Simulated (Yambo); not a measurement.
Yambo run on ZnS (wurtzite, space group P6_3mc, No. 186). The wavefunctions come from this Quantum ESPRESSO step (PBEsol, PseudoDojo standard norm-conserving files, scalar-relativistic):

```
&CONTROL
  calculation = 'nscf'
  pseudo_dir = './pseudo'
  outdir = './out'
/
&SYSTEM
  ibrav = 0
  nat = 4
  ntyp = 2
  ecutwfc = 84.0
  ecutrho = 336.0
  occupations = 'fixed'
  force_symmorphic = .true.
  nbnd = 157
/
&ELECTRONS
  conv_thr = 4e-09
  diago_full_acc = .true.
  diago_thr_init = 1e-08
/
ATOMIC_SPECIES
S 32.0600 S.upf
Zn 65.3800 Zn.upf
CELL_PARAMETERS angstrom
  3.781975617205   0.000000000000   0.000000000000
 -1.890987808602   3.275286960993   0.000000000000
  0.000000000000   0.000000000000   6.203981554000
ATOMIC_POSITIONS crystal
S   0.333333333000   0.666666667000   0.374630517600
S   0.666666666333   0.333333333667   0.874630517600
Zn   0.333333333000   0.666666667000   0.000369482400
Zn   0.666666666333   0.333333333667   0.500369482400
K_POINTS automatic
6 6 2 0 0 0
```

Yambo input:

```
rim_cut
gw0
dyson
el_el_corr
HF_and_locXC
ppa
em1d
RandQpts= 1000000
RandGvec= 1 Ry
EXXRLvcs= 84 Ry
VXCRLvcs= 336 Ry
Chimod= "HARTREE"
% BndsRnXp
 9 | 156 |
%
NGsBlkXp= 8 Ry
% LongDrXp
 1.0 | 1.0 | 1.0 |
%
PPAPntXp= 27.2114 eV
% GbndRnge
 1 | 156 |
%
GTermKind= "BG"
DysSolver= "n"
ExtendOut
% QPkrange
 1 | 1 | 26 | 27 |
 2 | 2 | 26 | 27 |
 7 | 7 | 26 | 27 |
 8 | 8 | 26 | 27 |
 13 | 13 | 26 | 27 |
 14 | 14 | 26 | 27 |
%
```

k points by index: 1 = Γ, 2 = A, 7 = M, 8 = L, 13 = K, 14 = H.

Table of the .qp output:

```
#    K-point    Band    Eo [eV]    E [eV]    E-Eo [eV]    Vxc [eV]    Vnlxc [eV]    Sc|Eo [eV]    Sc|E [eV]    dSc/dw|Eo [eV]    Re(Z)    Im(Z)
#
    1    26    0.000000    -0.932578    -0.932578    -16.77415    -20.00618    2.052080    2.299450    -7.217204    0.790370    -0.001300
    1    27    2.162444    2.588422    0.425978    -11.64613    -7.338678    -3.784745    -3.881475    -6.177673    0.814977    -0.001197
    2    26    -0.491601    -1.448244    -0.956643    -16.20541    -19.58167    2.164904    2.419611    -7.244316    0.789748    -0.001318
    2    27    3.502717    4.007934    0.505218    -11.84459    -7.256185    -3.967662    -4.083191    -6.221203    0.813916    -0.001213
    7    26    -0.926880    -1.898429    -0.971549    -15.63751    -19.14271    2.273137    2.533646    -7.295610    0.788574    -0.001340
    7    27    3.508920    3.971834    0.462914    -11.69092    -7.430437    -3.696116    -3.797565    -5.962109    0.820273    -0.001195
    8    26    -1.691177    -2.691136    -0.999959    -14.82459    -18.50495    2.409463    2.680403    -7.372111    0.786829    -0.001380
    8    27    3.412153    3.855586    0.443433    -11.49073    -7.200885    -3.748483    -3.846416    -6.008246    0.819134    -0.001203
    13    26    -2.191972    -3.244761    -1.052789    -15.14090    -19.15875    2.676794    2.965063    -7.450051    0.785060    -0.001326
    13    27    4.032317    4.374688    0.342371    -10.27314    -6.167179    -3.690783    -3.763585    -5.784384    0.824691    -0.001200
    14    26    -1.417752    -2.402357    -0.984605    -14.93480    -18.51975    2.334148    2.600342    -7.355941    0.787197    -0.001371
    14    27    4.410701    4.978793    0.568092    -12.23033    -7.508706    -4.023653    -4.153534    -6.220024    0.813945    -0.001241
```
(The two width columns are left out.) Convergence of these settings isn't established.

Geometry relaxed with PBEsol.
